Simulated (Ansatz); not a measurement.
## Structures of LiCa₂: which is lowest?

Plane-wave DFT in Ansatz with scalar-relativistic PAW potentials, cutoff 420 eV, Γ-centred meshes chosen by cell and gap, Gaussian smearing with energies taken to zero width. Every cell was relaxed (cell and atoms) in a run of its own, within the symmetry of its start. Functional: PBE.

Relaxed structures (starts from databases or built by putting these elements on another compound's sites):
A. P6/mmm, 3 atoms in the computed cell, a = 6.019 Å, c = 3.532 Å; sites (symmetry × multiplicity) Li 6/mmm × 1, Ca -6m2 × 2; start: built
B. I4_1/amd, 6 atoms in the computed cell, a = 6.288 Å, c = 10.903 Å; sites (symmetry × multiplicity) Li -4m2 × 4, Ca 2mm. × 8; start: built

**Question.** Rank them by energy. Could pressure change the order?

**Answer.**
```tsv
structure	group	E − E(lowest) (meV/atom)	V (Å³/atom)	gap on mesh (eV)
B	I4_1/amd	0.0	35.93	0.00
A	P6/mmm	48	36.94	0.00
```

B is lowest, 48 meV/atom under A. The lowest is also the densest of these, so pressure wouldn't bring one of the others in at first order. Other structures may lie lower than all of these, and vibrations aren't counted.